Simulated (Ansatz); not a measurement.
K$_{2}$LiBiCl$_{6}$ in space group Fm-3m (No. 225; K on 8c, Li on 4b, Bi on 4a, Cl on 24e), r²SCAN (plane waves, PAW; program Ansatz), all energies at zero smearing, with the estimated change up to a 700 eV cutoff added, with one set of potentials and settings (totals compare only within such a set). Cell of 10 atoms (2 K, 1 Li, 1 Bi, 6 Cl): -22219.967 eV.

```csv
element,reference phase,E (eV/atom)
K,"Im-3m, 1 atoms in the cell",-1542.4813
Li,"Fm-3m, 1 atoms in the cell",-205.1371
Bi,"R-3m, 2 atoms in the cell",-12411.0586
Cl,"Cmce, 4 atoms in the cell",-1083.6259
```

Formation energy per atom, worked out: (-22219.967 − 2×(-1542.4813) − 1×(-205.1371) − 1×(-12411.0586) − 6×(-1083.6259))/10 = -1.705 eV/atom (-165 kJ per mol of atoms), at 0 K, without zero-point energy or fitted corrections.

The workflow started from a Materials Project entry (that database holds measured and hypothetical structures alike); the Crystallography Open Database copy checked does not list it. Its standing as an ambient phase is unchecked. The cell was relaxed with r²SCAN under the symmetry of its start; its stability against distortions is not shown here. The references are the lowest solids computed at this level, not always the standard phases (solids in place of the gases). Scalar-relativistic: spin–orbit coupling is off unless named, which matters more the heavier the elements.

Potentials: the later of the program's two PAW sets.
